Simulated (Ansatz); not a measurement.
TiO₂:
```
CELL_PARAMETERS angstrom
      5.55318     0.00000     0.00000
     -2.77659     4.80920     0.00000
      0.00000     0.00000     6.04977
ATOMIC_POSITIONS crystal
  Ti 0.53485 0.53485 0.00000
  Ti 0.46515 0.00000 0.33333
  Ti 0.00000 0.46515 0.66667
  O  0.41852 0.27344 0.21506
  O  0.72656 0.14508 0.54840
  O  0.85492 0.58148 0.88173
  O  0.27344 0.41852 0.78494
  O  0.14508 0.72656 0.45160
  O  0.58148 0.85492 0.11827
```

Relaxed with r²SCAN.

Give the Bader charges and basin volumes of the independent atoms, r²SCAN in the plane-wave PAW code Ansatz.



| atom | Bader charge (e) | Bader volume (Å³) |
|---|---|---|
| Ti1 | +2.30 | 8.7 |
| O4 | -1.15 | 21.3 |

Space group P3_121. The workflow started from a Materials Project entry (that database holds measured and hypothetical structures alike); the Crystallography Open Database files this formula in space group No. 152, but the cells were not matched. It is not the phase usual at ambient conditions (space group No. 61, 136, 141). The r²SCAN relaxation kept the symmetry of its start. At this level the phase is dynamically unstable (imaginary phonons). No spin polarisation was allowed.

Potentials: the earlier of the program's two PAW sets.
